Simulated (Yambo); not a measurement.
Yambo run on Ba3ZnN2O (space group P4/mmm, No. 123). The wavefunctions come from this Quantum ESPRESSO step (LDA, PseudoDojo standard norm-conserving files, scalar-relativistic):

```
&CONTROL
  calculation = 'nscf'
  pseudo_dir = './pseudo'
  outdir = './out'
/
&SYSTEM
  ibrav = 0
  nat = 7
  ntyp = 4
  ecutwfc = 84.0
  ecutrho = 336.0
  occupations = 'fixed'
  force_symmorphic = .true.
  nbnd = 236
/
&ELECTRONS
  conv_thr = 7.000000000000001e-09
  diago_full_acc = .true.
  diago_thr_init = 1e-08
/
ATOMIC_SPECIES
N 14.0070 N.upf
O 15.9990 O.upf
Zn 65.3800 Zn.upf
Ba 137.3270 Ba.upf
CELL_PARAMETERS angstrom
  4.149770000000   0.000000000000   0.000000000000
  0.000000000000   4.149770000000   0.000000000000
  0.000000000000   0.000000000000   9.292830000000
ATOMIC_POSITIONS crystal
N   0.500000000000   0.500000000000   0.800540000000
N   0.500000000000   0.500000000000   0.199460000000
O   0.000000000000   0.000000000000   0.500000000000
Zn   0.500000000000   0.500000000000   0.000000000000
Ba   0.000000000000   0.000000000000   0.217880000000
Ba   0.000000000000   0.000000000000   0.782120000000
Ba   0.500000000000   0.500000000000   0.500000000000
K_POINTS automatic
4 4 1 0 0 0
```

Yambo input:

```
rim_cut
gw0
dyson
el_el_corr
HF_and_locXC
ppa
em1d
RandQpts= 1000000
RandGvec= 1 Ry
EXXRLvcs= 84 Ry
VXCRLvcs= 336 Ry
Chimod= "HARTREE"
% BndsRnXp
 5 | 235 |
%
NGsBlkXp= 7 Ry
% LongDrXp
 1.0 | 1.0 | 1.0 |
%
PPAPntXp= 27.2114 eV
% GbndRnge
 1 | 235 |
%
GTermKind= "BG"
DysSolver= "n"
ExtendOut
% QPkrange
 1 | 1 | 33 | 34 |
 6 | 6 | 33 | 34 |
%
```

k points by index: 1 = Γ, 6 = M.

Table of the .qp output:

```
#    K-point    Band    Eo [eV]    E [eV]    E-Eo [eV]    Vxc [eV]    Vnlxc [eV]    Sc|Eo [eV]    Sc|E [eV]    dSc/dw|Eo [eV]    Re(Z)    Im(Z)
#
    1    33    0.000000    -0.233355    -0.233355    -16.25513    -19.27112    2.708640    2.782635    -8.624359    0.759333    -0.001591
    1    34    0.808622    1.301280    0.492659    -8.784906    -4.358257    -3.831422    -3.933990    -5.663841    0.827715    -0.001218
    6    33    -0.084701    -0.382501    -0.297799    -15.56307    -18.45809    2.506386    2.597217    -8.296646    0.766341    -0.001561
    6    34    1.486920    2.072756    0.585836    -11.23910    -7.549424    -2.960029    -3.103844    -6.679151    0.802918    -0.001186
```
(The two width columns are left out.) Convergence of these settings isn't established.

Geometry of the Materials Project entry, not relaxed at this level.

The structure is a Materials Project entry; no match was found in the copy of COD used, and its stability was not checked.
